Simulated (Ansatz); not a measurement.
A geometry of SiNi away from equilibrium: step 2 of the relaxation of a relaxed SiNi cell displaced along its unstable phonon at q = (½, ½, 0) of its primitive reciprocal cell (316i cm⁻¹), largest move 0.15 Å. Computed with PBE (plane waves to 420 eV, PAW, scalar-relativistic; Ansatz, an electronic-structure program). Γ-centred k-mesh 12×12×12 on the run's cell (coarser than for final values), Fermi–Dirac smearing 0.05 eV. The plane waves were selected for a different cell earlier on the path.

```
CELL_PARAMETERS angstrom
      0.00000     4.66950     4.73447
      2.33475     2.33475     4.73447
      2.33475     2.33475     0.00000
ATOMIC_POSITIONS crystal
  Si 0.00000 0.93808 0.06192
  Si 0.50000 0.06192 0.93808
  Ni 0.00000 0.44802 0.55198
  Ni 0.50000 0.55198 0.44802
```

### Question
What forces act on the atoms (eV/Å)?

### Answer
```json
[
 {"atom": "Si1", "Fx": "0.00", "Fy": "0.00", "Fz": "-1.09"},
 {"atom": "Si2", "Fx": "0.00", "Fy": "0.00", "Fz": "1.09"},
 {"atom": "Ni3", "Fx": "0.00", "Fy": "0.00", "Fz": "-1.52"},
 {"atom": "Ni4", "Fx": "0.00", "Fy": "0.00", "Fz": "1.52"}
]
```

The path ends in P4/nmm (No. 129). No spin polarisation in the result. A magnetic state may lie lower.

The run could not lose the symmetry of its start: the end is stationary, and may be a saddle point rather than a minimum.

The end of the path is a generated cell of SiNi: the first start was made by placing the elements on the sites of a structure type, and the end was not matched to a known phase here, so it may be hypothetical. Known forms of SiNi include space group No. 62.
